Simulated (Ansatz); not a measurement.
## Br: a two-dimensional sheet

The cell was found from a structure generator's guess, not taken from experiment.

Level of theory: Ansatz, DFT PBE, scalar-relativistic, plane waves, PAW. Cutoff 420 eV; k points 20×20×1 on the computed 1-atom cell (Γ-centred); Gaussian smearing, width 0.10 eV; no spin polarisation.

The sheet is periodic along a and b; c holds vacuum.

```cif
data_structure
_symmetry_space_group_name_H-M 'P 1'
_symmetry_Int_Tables_number 1
_cell_length_a 2.8691
_cell_length_b 2.8691
_cell_length_c 23.8000
_cell_angle_alpha 90.000
_cell_angle_beta 90.000
_cell_angle_gamma 90.000
_cell_volume 195.91
loop_
_atom_site_label
_atom_site_type_symbol
_atom_site_fract_x
_atom_site_fract_y
_atom_site_fract_z
_atom_site_occupancy
Br1 Br 0.50000 0.50000 0.29412 1
```

Energies count from the standard state of Br at the same level. The references include crystalline Br.

| Property | Result |
| --- | --- |
| Layer group | p4/mmm (No. 61) |
| In-plane cell | a = 2.869 Å, b = 2.869 Å, γ = 90.0° |
| Area per atom | 8.23 Å² |
| Thickness between the outermost nuclei | 0.00 Å |
| Energy over the standard state | +0.18 eV/atom |
| Band gap over mesh and path | none (metal or semimetal) |
| Density of states at the Fermi level | 0.5 states/eV per cell |
| Löwdin character within 0.5 eV of the Fermi level | Br 4p 97 % |
| Bader charges (e) | Br1 0.00 |

Levels along Γ–X–M–Γ, in eV from the Fermi level, sorted by energy at each point. Points in fractions of the primitive reciprocal vectors: Γ (0.000 0.000 0.000), X (0.000 0.500 0.000), M (0.500 0.500 0.000).
```csv
point,"k (1/Å, with 2π)",band 2,band 3,band 4,band 5,band 6
Γ,0.000,-3.35,0.84,0.84,5.04,5.96
-,0.156,-3.29,0.33,0.88,5.14,6.04
-,0.313,-3.12,-0.87,1.00,5.43,6.30
-,0.469,-2.85,-2.26,1.17,5.90,6.71
-,0.626,-3.57,-2.52,1.38,6.54,7.18
-,0.782,-4.64,-2.19,1.58,7.32,7.36
-,0.939,-5.35,-1.93,1.73,6.99,8.34
X,1.095,-5.61,-1.83,1.78,6.81,9.22
-,1.251,-5.55,-1.78,1.34,6.90,9.31
-,1.408,-5.39,-1.63,0.27,7.15,9.59
-,1.564,-5.14,-1.40,-1.01,7.57,9.12
-,1.721,-4.83,-2.25,-1.12,7.79,8.14
-,1.877,-4.53,-3.28,-0.85,6.67,8.82
-,2.034,-4.29,-3.96,-0.64,5.94,9.51
M,2.190,-4.20,-4.20,-0.56,5.68,9.85
-,2.411,-4.05,-4.04,-0.72,6.20,9.44
-,2.632,-3.60,-3.58,-1.15,7.59,8.87
-,2.854,-2.86,-2.82,-1.75,7.94,8.28
-,3.075,-2.37,-1.86,-1.81,6.74,7.43
-,3.296,-2.89,-0.71,-0.67,5.82,6.64
-,3.517,-3.23,0.36,0.38,5.24,6.13
Γ,3.739,-3.35,0.84,0.84,5.04,5.96
```

The last run used a 20×20×1 mesh for its 1-atom cell and Gaussian smearing of 0.10 eV. The cell is a metal run without spin; a magnetic state may lie lower. The reference form of Br is held partly by dispersion forces, which this level lacks.
